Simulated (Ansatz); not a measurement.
# CaZn2Sb2 squeezed and stretched

A database entry relaxed whole under r2SCAN (P-3m1):

```
CELL_PARAMETERS angstrom
4.44504 0.00000 0.00000
-2.22252 3.84952 0.00000
0.00000 0.00000 7.45452
ATOMIC_POSITIONS crystal
Ca 0.00000 0.00000 0.00000
Zn 0.33333 0.66667 0.63192
Zn 0.66667 0.33333 0.36808
Sb 0.33333 0.66667 0.25884
Sb 0.66667 0.33333 0.74116
```

The cell was scaled uniformly, its shape held, and the atoms relaxed at each volume with plane-wave PAW DFT (Ansatz 0.2.0; r2SCAN, 500 eV, 9×9×5 Γ-centred mesh, fermi-dirac occupations of width 0.100 eV; no spin, no spin-orbit coupling). One row is withheld.

```csv
volume (Å³/atom),energy over the lowest (meV/atom),pressure (GPa)
23.981,15.9,3.56
24.491,6.8,2.24
25.001,1.6,1.06
25.511,0.0,-0.01
26.021,?,?
26.532,6.1,-1.82
27.042,13.2,-2.60
```

Q: Fit the pressures of the other rows to the third-order Birch-Murnaghan form.

A: With f = [(V₀/V)^(2/3) − 1]/2 and P = 3B₀f(1 + 2f)^(5/2)[1 + 3(B₀′ − 4)f/2], least squares gives V₀ = 25.51 Å³ an atom, B₀ = 50.5 GPa and B₀′ = 4.4; the rows miss the fit by less than 0.01 GPa. The slope of the energies differs from these pressures by less than 0.05 GPa.

Q: What does the withheld row hold?

A: The fit gives -0.97 GPa at 26.021 Å³; the run gave -0.96 GPa and 1.6 meV an atom.

Caveats: the shape of the cell was held, so B₀ is an upper bound where the axes differ in stiffness; 0 K, fixed nuclei; the symmetry was kept, and this need not be the phase that is stable at 0 K; one mesh for all volumes; pressure is positive in compression.
